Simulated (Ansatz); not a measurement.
HfS$_{2}$ (CdI2 type)

```
HfS2
1.0
    3.60570     0.00000     0.00000
   -1.80285     3.12263     0.00000
    0.00000     0.00000     5.76763
Hf S
1 2
Direct
  0.00000   0.00000   0.00000
  0.33333   0.66667   0.25252
  0.66667   0.33333   0.74748
```

The slice is a (0001) plane (indices of the conventional cell) through the point (0.667, 0.333, 0.748) (fractional), spanned by u = [110] and v = [1 -1 0] in vectors of this cell: u (3.61 Å) and v (6.25 Å, at 90° to u). It covers one period; positions are fractions (u, v).

Calculation: PBE-D3(BJ) (plane waves to 420 eV, PAW, scalar-relativistic; Ansatz, a quantum-chemistry and plane-wave program). k mesh 11×11×6. Inside the PAW spheres the values are not all-electron values, and peaks at nuclei hang on which shells count as valence. HfS2 is run without spin polarisation. HfS2 was relaxed with its symmetry unable to fall. Spin-orbit coupling is left out, though Hf is heavy.

Q: Predict the map of the electrostatic potential energy of an electron, from the cell's mean on the slice.

A: 
```
v \ u  0.00  0.14  0.29  0.43  0.57  0.71  0.86
-----  ----  ----  ----  ----  ----  ----  ----
0.92      x     x   2.8   4.4   4.4   2.8     x
0.83    1.3   3.7   4.9   3.2   3.2   4.9   3.7
0.75    7.6   7.3   6.0   4.3   4.3   6.0   7.3
0.67    8.1   7.7   5.5   1.5   1.5   5.5   7.7
0.58    7.7   6.7     x     x     x     x   6.7
0.50    6.4   5.1     x     x     x     x   5.1
0.42    4.2   4.4     x     x     x     x   4.4
0.33    2.8   4.1   4.9   2.1   2.1   4.9   4.1
0.25    4.0   5.1   6.8   7.5   7.5   6.8   5.1
0.17    0.5   3.5   6.9   8.0   8.0   6.9   3.5
0.08      x     x   4.0   7.6   7.6   4.0     x
0.00      x     x   0.6   6.2   6.2   0.6     x
```

Values: electrostatic potential energy of an electron, from the cell's mean, in eV. Points within 1 Å of a nucleus are blanked (x), as the pseudised field means little there. The zero, the cell's mean, hangs on the PAW cores.
